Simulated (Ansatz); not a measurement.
**Course of a relaxation: Y₄Sn₃N₄**

The cell of Y₄Sn₃N₄ is invented: 3-, 4-connected net, the two elements on its two kinds of vertex, guests in its cages (P-43m, No. 215) (guest Y). Its size is a rough estimate.

```yaml
crystal:
  lattice:
    - [4.70156, 0.00000, 0.00000]
    - [0.00000, 4.70156, 0.00000]
    - [0.00000, 0.00000, 4.70156]
  atoms:
    - { symbol: Y, position: [0.29170, 0.29170, 0.29170] }
    - { symbol: Y, position: [0.29170, 0.70830, 0.70830] }
    - { symbol: Y, position: [0.70830, 0.29170, 0.70830] }
    - { symbol: Y, position: [0.70830, 0.70830, 0.29170] }
    - { symbol: Sn, position: [0.00000, 0.00000, 0.50000] }
    - { symbol: Sn, position: [0.50000, 0.00000, 0.00000] }
    - { symbol: Sn, position: [0.00000, 0.50000, 0.00000] }
    - { symbol: N, position: [0.24569, 0.24569, 0.75431] }
    - { symbol: N, position: [0.75431, 0.75431, 0.75431] }
    - { symbol: N, position: [0.24569, 0.75431, 0.24569] }
    - { symbol: N, position: [0.75431, 0.24569, 0.24569] }
```

All numbers below come from Ansatz 0.2.0, DFT PBE, scalar-relativistic, plane waves, PAW. Cutoff 420 eV, Gaussian smearing, Γ-centred meshes. Cell and atoms relax first on a coarse mesh and then on a finer one. In between, the cell is made exact in the group found at 0.06 Å. In metals the finer mesh still leaves noise of several meV/atom or more. The steps can't lower the symmetry of their start. No spin polarisation.

Steps on the 4×4×4 mesh (11 atoms, 22 steps). The free energy counts from the last step; some steps are skipped; the plane-wave basis is renewed at times, which shifts energy and pressure.

```csv
step,ΔF (meV/atom),V (Å³/atom),P (GPa),largest force component (eV/Å)
1,5559.5,9.45,270.77,7.642
2,3377.8,10.90,157.52,4.276
3,2070.9,12.47,89.62,2.101
4,1311.7,14.23,46.31,0.964
5,933.8,16.13,18.34,0.446
7,817.9,18.09,-0.77,0.267
8,809.4,18.30,-1.77,0.222
9,803.9,18.25,-0.73,0.210
10,747.9,18.38,3.81,0.777
11,630.7,18.84,3.12,0.159
12,683.4,19.18,7.19,1.165
13,626.1,19.41,-1.30,0.051
14,625.2,19.28,0.03,0.014
15,259.3,19.28,16.53,0.045
16,122.3,21.04,9.35,0.092
18,21.4,24.98,0.64,0.060
19,21.6,25.35,-0.04,0.006
20,1.3,25.35,0.68,0.007
21,0.4,25.84,0.14,0.010
22,0.0,25.84,0.14,0.010
```

The relaxed structure, after a last relaxation on the converged mesh:

```
CELL_PARAMETERS angstrom
6.58023 0.00000 0.00000
0.00000 6.58023 0.00000
0.00000 0.00000 6.58023
ATOMIC_POSITIONS crystal
Y 0.32578 0.32578 0.32578
Y 0.32578 0.67422 0.67422
Y 0.67422 0.32578 0.67422
Y 0.67422 0.67422 0.32578
Sn 0.00000 0.00000 0.50000
Sn 0.50000 0.00000 0.00000
Sn 0.00000 0.50000 0.00000
N 0.33805 0.33805 0.66195
N 0.66195 0.66195 0.66195
N 0.33805 0.66195 0.33805
N 0.66195 0.33805 0.33805
```

The symmetry stays P-43m (No. 215). The volume per atom grows by 174.2 %, from 9.4 to 25.9 Å³. The shortest distance goes from 2.02 Å (Sn–N) to 2.22 Å (Y–N). The energy falls by about 5.6 eV/atom (the start's value is from the coarse mesh). Y has 3 N at 2.22 Å, 3 Sn at 3.24 Å and 3 Y at 3.24 Å; Sn has 4 Y at 3.24 Å and 4 N at 3.32 Å; N is surrounded by 3 Y at 2.22 Å, 3 N at 3.01 Å and 3 Sn at 3.32 Å.

For Y₄Sn₃N₄, the volume per atom is 25.90 Å³, the density is 4.47 g/cm³ and the formation energy is −0.04 eV/atom. The gap on the 6×6×6 mesh of the 11-atom cell is 0 eV (a metal).

Formation energies are uncorrected and refer to the elements' standard structures at the same level (N₂ as a molecule). The references include grey tin.

The last run used Gaussian smearing of 0.10 eV. Symmetry constrained the relaxation, so the result can be a saddle point. In all, the 3 runs took 100 s on 1 thread of AMD EPYC 9R45 (Zen 5), on a shared host.
